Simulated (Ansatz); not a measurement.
input.yaml

```yaml
crystal:
  lattice:
    - [4.514531327, 0.0, 0.0]
    - [-2.2572656635, 3.9096988154, 0.0]
    - [0.0, 0.0, 5.635116233]
  atoms:
    - { symbol: Bi, position: [0.3333333333, 0.6666666667, 0.25] }
    - { symbol: Bi, position: [0.6666666667, 0.3333333333, 0.75] }
    - { symbol: Pt, position: [0.0, 0.0, 0.0] }
    - { symbol: Pt, position: [0.0, 0.0, 0.5] }
basis:
  ecutwfc: 420
kpoints:
  mp_grid: { grid: [12, 12, 8] }
hamiltonian:
  xc: pbesol
scf:
  occupations: { method: gaussian, width: 0.1 }
output:
  forces: true
  stress: true
  eigenvalues: true
relax:
  adjacent_minimum: "off"
  f_tol: 0.01
  max_steps: 30
  cell: { stress_tol: 0.1, fix: [volume] }
```

Run as
```bash
ansatz run input.yaml --threads 1 --pin off --max-ram 2560MiB --backend cpu --events-out ev --progress --plain --runs-dir out
```

These are results of Ansatz, DFT PBEsol, scalar-relativistic, plane waves, PAW, not measurements.

From the run's log, abridged (iterations and final results):

```
SCF iter   1: F=—  HF=-49252.426227 eV  |F-HF|=—  |Δ(HF+E_count)|=         —  Δρ=5.58e-3  dr2=4.15e-2  ethr=1.77e-3  ⟨swp⟩=6.3  Hψ=14654  notcnv=0  defer=21
SCF iter   2: F=—  HF=-49252.422131 eV  |F-HF|=—  |Δ(HF+E_count)|=   4.10e-3  Δρ=3.41e-3  dr2=1.22e-2  ethr=6.28e-5  ⟨swp⟩=2.5  Hψ=6914  notcnv=0  defer=27
SCF iter   3: F=—  HF=-49252.419197 eV  |F-HF|=—  |Δ(HF+E_count)|=   2.93e-3  Δρ=3.96e-4  dr2=1.80e-4  ethr=1.85e-5  ⟨swp⟩=2.7  Hψ=6696  notcnv=0  defer=27
SCF iter   4: F=—  HF=-49252.419163 eV  |F-HF|=—  |Δ(HF+E_count)|=   3.44e-5  Δρ=4.91e-5  dr2=2.63e-6  ethr=2.72e-7  ⟨swp⟩=2.6  Hψ=6292  notcnv=0  defer=27
SCF iter   5: F=—  HF=-49252.419144 eV  |F-HF|=—  |Δ(HF+E_count)|=   1.85e-5  Δρ=1.46e-5  dr2=2.09e-7  ethr=3.98e-9  ⟨swp⟩=2.2  Hψ=5464  notcnv=0  defer=27
SCF iter   6: F=-49252.419144 eV  HF=-49252.419144 eV  |F-HF|=1.16e-10  |Δ(HF+E_count)|=   3.59e-8  Δρ=2.66e-6  dr2=4.56e-9  ethr=1.52e-10  ⟨swp⟩=9.6  Hψ=17593  notcnv=0
SCF 1 converged in 6 iterations: F = -49252.419144 eV  dr2 = 4.56e-9
relax step   1: F+E_penalty+E_count = -49252.41914434 eV  Δ(F+E_penalty+E_count) = +0.000e0 eV  max|allowed force component| = 2.313e-17 eV/Å  Δτ_max = 0.0000 Å  P = -9.213 GPa  Ω = 99.462 Å³  fix = [volume]  reactions: volume -9.213 GPa (6 SCF iters, dr2 threshold 1.00e-7 eV, accepted)
Basis set: ecut = 420 eV, 1897 PW (Γ), exchange–correlation on 64×64×80 points (8 copies of the dense FFT grid, shifted against one another)
Initial density: handed on by an earlier stage of this run
Initial wavefunctions: those handed on with the density
SCF iter   1: F=—  HF=-49252.419631 eV  |F-HF|=—  |Δ(HF+E_count)|=         —  Δρ=4.19e-4  dr2=9.71e-5  ethr=1.43e-7  ⟨swp⟩=2.6  Hψ=19888  notcnv=0
SCF iter   2: F=—  HF=-49252.419597 eV  |F-HF|=—  |Δ(HF+E_count)|=   3.37e-5  Δρ=8.55e-5  dr2=5.29e-6  ethr=1.43e-7  ⟨swp⟩=2.0  Hψ=5178  notcnv=0
SCF iter   3: F=—  HF=-49252.419596 eV  |F-HF|=—  |Δ(HF+E_count)|=   1.02e-6  Δρ=3.04e-5  dr2=7.00e-7  ethr=8.01e-9  ⟨swp⟩=2.0  Hψ=6752  notcnv=0
SCF iter   4: F=-49252.419596 eV  HF=-49252.419596 eV  |F-HF|=1.73e-8  |Δ(HF+E_count)|=   2.25e-7  Δρ=5.59e-6  dr2=3.15e-8  ethr=3.74e-10  ⟨swp⟩=5.9  Hψ=14037  notcnv=0
SCF 2 converged in 4 iterations: F = -49252.419596 eV  dr2 = 3.15e-8
relax step   2: F+E_penalty+E_count = -49252.41959573 eV  Δ(F+E_penalty+E_count) = -4.514e-4 eV  max|allowed force component| = 9.252e-18 eV/Å  Δτ_max = 0.0000 Å  P = -9.157 GPa  Ω = 99.462 Å³  energy of the carried Pulay correction = +8.040e-6 eV  fix = [volume]  reactions: volume -9.157 GPa (4 SCF iters, dr2 threshold 2.47e-7 eV, accepted)
SCF iter   1: F=—  HF=-49252.419664 eV  |F-HF|=—  |Δ(HF+E_count)|=         —  Δρ=1.06e-4  dr2=6.06e-6  ethr=2.57e-8  ⟨swp⟩=3.0  Hψ=18708  notcnv=0
SCF iter   2: F=—  HF=-49252.419654 eV  |F-HF|=—  |Δ(HF+E_count)|=   1.04e-5  Δρ=2.17e-5  dr2=3.44e-7  ethr=9.18e-9  ⟨swp⟩=2.0  Hψ=5185  notcnv=0
SCF iter   3: F=—  HF=-49252.419654 eV  |F-HF|=—  |Δ(HF+E_count)|=   7.27e-8  Δρ=8.05e-6  dr2=4.93e-8  ethr=4.63e-11  ⟨swp⟩=6.7  Hψ=17530  notcnv=0
SCF iter   4: F=-49252.419654 eV  HF=-49252.419654 eV  |F-HF|=1.12e-9  |Δ(HF+E_count)|=   1.74e-8  Δρ=1.46e-6  dr2=2.01e-9  ethr=4.63e-11  ⟨swp⟩=4.7  Hψ=11998  notcnv=0
SCF 3 converged in 4 iterations: F = -49252.419654 eV  dr2 = 2.01e-9
relax step   3: F+E_penalty+E_count = -49252.41965374 eV  Δ(F+E_penalty+E_count) = -5.800e-5 eV  max|allowed force component| = 1.099e-17 eV/Å  Δτ_max = 0.0000 Å  P = -9.172 GPa  Ω = 99.462 Å³  energy of the carried Pulay correction = +5.946e-6 eV  fix = [volume]  reactions: volume -9.172 GPa (4 SCF iters, dr2 threshold 3.05e-8 eV, accepted)
Initial wavefunctions: pseudopotential atomic-orbital guess (no wavefunctions were taken with the density)
SCF iter   1: F=—  HF=-49252.419646 eV  |F-HF|=—  |Δ(HF+E_count)|=         —  Δρ=1.35e-5  dr2=1.09e-8  ethr=3.28e-8  ⟨swp⟩=4.0  Hψ=26590  notcnv=0
SCF iter   2: F=—  HF=-49252.419645 eV  |F-HF|=—  |Δ(HF+E_count)|=   9.39e-7  Δρ=1.82e-6  dr2=1.60e-9  ethr=1.65e-11  ⟨swp⟩=3.3  Hψ=8853  notcnv=0
SCF iter   3: F=-49252.419645 eV  HF=-49252.419645 eV  |F-HF|=1.53e-10  |Δ(HF+E_count)|=  7.79e-10  Δρ=3.54e-7  dr2=4.18e-11  ethr=1.00e-12  ⟨swp⟩=5.0  Hψ=18924  notcnv=0
SCF 4 converged in 3 iterations: F = -49252.419645 eV  dr2 = 4.18e-11
SCF converged after 3 iterations
Free energy (F): -49252.419645 eV
Harris-Foulkes:  -49252.419645 eV  (|F-HF|=1.53e-10)
Internal energy: -49252.409230 eV  (E = F + TS)
E sigma→0 (E₀):  -49252.414438 eV
Entropy (-TS):   -0.010415 eV (-2.604 meV/atom)
Fermi energy:    13.737131 eV
--- Per-component energies (eV) ---
  E_band       = -688.092474
  E_kinetic    = 1878.156790
  E_local      = -7283.309543  (includes V_loc(G=0)·N_el)
  E_nonlocal   = 1533.686698
  E_hartree    = 2617.263928
  E_xc         = -818.271025
  E_vxc        = -889.304141  (∫ρ·V_xc dr)
  E_paw        = -39654.877286  (= ΣΔE_a)
  E_vpaw       = -1161.849879  (= ΣTr[D̂ρ^β])
  E_aug_tail   = -0.000563  (compensation charges beyond the density's cutoff)
  E_ewald      = -7525.811697
  E_core_change = 0.753467  (= ΣΔE_core)
  E_smearing   = -0.010415  (= −TS)
--- Forces (eV/Å), atoms counted from 1 ---
  atom   1  Bi     0.00000000     0.00000000     0.00000000
  atom   2  Bi     0.00000000     0.00000000     0.00000000
  atom   3  Pt     0.00000000     0.00000000     0.00000000
  atom   4  Pt     0.00000000     0.00000000     0.00000000
--- Stress (GPa, compression-positive) ---
       -9.171020       0.000000       0.000000
        0.000000      -9.171020       0.000000
        0.000000       0.000000      -9.174500
  P = ⅓ Tr σ = -9.1722 GPa (-91.722 kbar)
--- Band table (eV; the first three rows and the last of 95) ---
  k-point 0: bands = ["-84.2741", "-84.2648", "-38.6357", "-38.4491", "-38.4491", "-38.4287", "-38.4287", "-38.4172", "-9.0828", "-9.0828", "-9.0571", "-9.0468", "-9.0468", "-9.0416", "-9.0416", "-9.0389", "-9.0205", "-9.0205", "1.1958", "3.7478", "8.3442", "8.9268", "9.0701", "9.0701", "10.3620", "10.3620", "11.2347", "11.2347", "12.3926", "12.3926", "13.9759", "13.9759", "14.7606", "14.7757", "15.9812", "16.3638", "16.7184", "16.7184", "19.3152", "19.3152"]
  k-point 1: bands = ["-84.2737", "-84.2651", "-38.6275", "-38.4483", "-38.4483", "-38.4295", "-38.4295", "-38.4256", "-9.0818", "-9.0818", "-9.0563", "-9.0487", "-9.0487", "-9.0405", "-9.0405", "-9.0395", "-9.0209", "-9.0209", "1.2614", "3.5797", "8.5771", "9.0493", "9.1305", "9.1305", "10.4123", "10.4123", "11.1220", "11.1220", "12.1924", "12.1924", "14.2386", "14.2391", "14.2391", "14.3190", "16.4355", "16.6453", "16.6771", "16.6771", "19.3240", "19.3240"]
  k-point 2: bands = ["-84.2727", "-84.2661", "-38.6041", "-38.4495", "-38.4461", "-38.4461", "-38.4317", "-38.4317", "-9.0787", "-9.0787", "-9.0541", "-9.0535", "-9.0535", "-9.0412", "-9.0375", "-9.0375", "-9.0223", "-9.0223", "1.4551", "3.1678", "9.1703", "9.3084", "9.3084", "9.4028", "10.5591", "10.5591", "10.8132", "10.8132", "11.8162", "11.8162", "13.3002", "13.4535", "14.7846", "14.7846", "16.5422", "16.5422", "17.0914", "17.1799", "19.3650", "19.3650"]
  k-point 94: bands = ["-84.2694", "-84.2694", "-38.5271", "-38.5271", "-38.4393", "-38.4393", "-38.4392", "-38.4392", "-9.0663", "-9.0663", "-9.0559", "-9.0559", "-9.0390", "-9.0390", "-9.0378", "-9.0378", "-9.0281", "-9.0281", "2.9055", "2.9055", "9.0483", "9.0483", "9.1333", "9.1333", "10.3781", "10.3781", "10.9294", "10.9294", "11.1951", "11.1951", "11.8564", "11.8564", "12.4605", "12.4605", "17.8210", "17.8210", "18.8776", "18.8776", "19.4934", "19.4934"]
--- Relaxed structure (3 steps of the walk, 3 accepted, 1 SCFs on fresh bases) ---
  F+E_penalty+E_count = -49252.41964522 eV   max|allowed force component| = 1.821e-17 eV/Å   (the final SCF, on the basis selected at the relaxed cell)
  cell:  # Å, volume = 99.4624 Å³
    - [4.52219069, 0.0, 0.0]
    - [-2.26109534, 3.91633202, 0.0]
    - [0.0, 0.0, 5.61604367]
  atoms:
    - { symbol: Bi, position: [0.33333333, 0.66666666, 0.25] }
    - { symbol: Bi, position: [0.66666666, 0.33333333, 0.75000000] }
    - { symbol: Pt, position: [0.0, 0.0, 0.0] }
    - { symbol: Pt, position: [0.0, 0.0, 0.5] }
```

The relaxation met its thresholds.

The run took 92 s on 1 thread of Arm Neoverse V1 (shared host), peak memory 0.55 GiB.

Spin–orbit coupling is left out, which can shift energies with elements as heavy as these.